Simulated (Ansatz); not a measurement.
Values for one crystal, relaxed and computed with r²SCAN (plane waves, PAW; program Ansatz); other levels are named.

```yaml
volume_per_atom: 17.71 Å³
electronic_character: metallic (no gap)
Formation energy from the elements (no fitted shifts): -0.59 eV/atom
Density of states at the Fermi level: 0.29 states/eV per atom (mean over ±0.08 eV)
```

**Question.** Pick the material that matches.
A) Zr2Au, MoSi2 or CaC2 type
B) ScAu4, I4/m (Sc on 2a, Au on 8h)
C) CaGa2, P6_3/mmc (Ca on 2b, Ga on 4f)
D) HfNi, Cmcm (Hf on 4c, Ni on 4c)

**Answer.** B, ScAu4, I4/m (Sc on 2a, Au on 8h)

The workflow started from a Materials Project entry (that database holds measured and hypothetical structures alike); the Crystallography Open Database copy checked does not list it. With Sc and Au taken as one species the cell has the higher symmetry Fm-3m, so it may be an ordered model of a mixed-site phase. Its standing as an ambient phase is unchecked. The cell was relaxed with r²SCAN under the symmetry of its start; its stability against distortions is not shown here. No spin polarisation was allowed. The references are the lowest solids computed at this level, not always the standard phases. Scalar-relativistic: spin–orbit coupling is off unless named, which matters more the heavier the elements.

Potentials: the later of the program's two PAW sets.
